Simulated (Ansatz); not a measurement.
A generated cell, not matched to a known phase here, of TlCuF$_{3}$: P4/mbm (No. 127), tP10; a = 6.0169 Å, b = 6.0169 Å, c = 3.9573 Å, α = 90.00°, β = 90.00°, γ = 90.00°; Tl 2b (0.500, 0.500, 0.500); Cu 2d (0.000, 0.500, 0.000); F 2c (0.000, 0.500, 0.500); F 4g (0.221, 0.279, 0.000). All values below come from r2SCAN (plane waves to 500 eV, PAW, scalar-relativistic; Ansatz, a quantum-chemistry and plane-wave program). Element references, the lowest calculated here: Tl (P6₃/mmc), Cu (Fm-3m), F (R-3m, a generated molecular cell); gases are represented by their molecular solids.

Task: Predict the formation energy of this P4/mbm form of TlCuF3 from the elements from r2SCAN.

Result: -1.87 eV/atom.

A lower structure of this composition may exist.

Static energies, no anion corrections, no zero-point energy. Values are rounded to 0.01 eV/atom. Not shown to be the ambient phase of their composition (a lower form may be missing, and a cell relaxed within its start's symmetry can be a saddle point): TlCuF3 (P4/mbm). Spin-orbit coupling is missing from these energies, which matters for elements this heavy. Spin state reached: ferromagnetic (net 0.20 μB/atom); other spin orders were not run from this start. No Hubbard U is applied.
